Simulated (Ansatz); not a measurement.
Sn4Ir:
```xyz
10
Lattice="3.1602 -5.7148 0.0000 3.1602 5.7148 0.0000 0.0000 0.0000 6.3008" Properties=species:S:1:pos:R:3 pbc="T T T"
Sn     1.0930     1.4493     4.2420
Sn     5.2275    -1.4493     4.2420
Sn     1.0930    -1.4493     2.0587
Sn     5.2275     1.4493     2.0587
Sn     2.0672    -1.4493     5.2091
Sn     4.2533     1.4493     5.2091
Sn     2.0672     1.4493     1.0916
Sn     4.2533    -1.4493     1.0916
Ir     3.1602     0.0000     3.1504
Ir     0.0000     0.0000     0.0000
```

Relaxed with PBEsol. Special points in fractions of this cell's reciprocal vectors: Γ (0.000, 0.000, 0.000); Y (-0.500, 0.500, 0.000); C0 (-0.326, 0.674, 0.000); Σ0 (0.326, 0.326, 0.000); Z (0.000, 0.000, 0.500); A0 (0.326, 0.326, 0.500); E0 (-0.326, 0.674, 0.500); T (-0.500, 0.500, 0.500); S (0.000, 0.500, 0.000); R (0.000, 0.500, 0.500).

### Question
List the band energies nearest the Fermi level at these points for DFT-PBEsol with spin–orbit coupling in the program Ansatz with PAW potentials.

### Answer
In eV from the Fermi level; about four levels below and three above (degenerate sets whole), none deeper than 8.9 eV; points with the same levels are listed once.

```
k                     below                above
--  -----------------------  -------------------
Γ   -1.63 -1.63 -1.48 -1.48  0.09 0.09 0.54 0.54
Y   -1.17 -1.17 -0.15 -0.15  0.07 0.07 0.58 0.58
C0  -0.41 -0.41 -0.32 -0.32  0.26 0.26 0.41 0.41
Z   -0.42 -0.42 -0.42 -0.42  3.09 3.09 3.09 3.09
A0  -0.49 -0.49 -0.48 -0.48  0.37 0.37 0.40 0.40
T   -0.02 -0.02 -0.02 -0.02  0.40 0.40 0.40 0.40
S   -0.29 -0.29 -0.29 -0.29  1.81 1.81 1.81 1.81
R   -0.18 -0.18 -0.18 -0.18  1.27 1.27 1.27 1.27
```

Space group Ccce. The workflow started from a Materials Project entry (that database holds measured and hypothetical structures alike); the Crystallography Open Database copy checked does not list it. COD files the formula under space group No. 142. Its standing as an ambient phase is unchecked. The PBEsol relaxation kept the symmetry of its start; its stability against distortions is not shown here. No spin polarisation was allowed.

Potentials: the later of the program's two PAW sets.
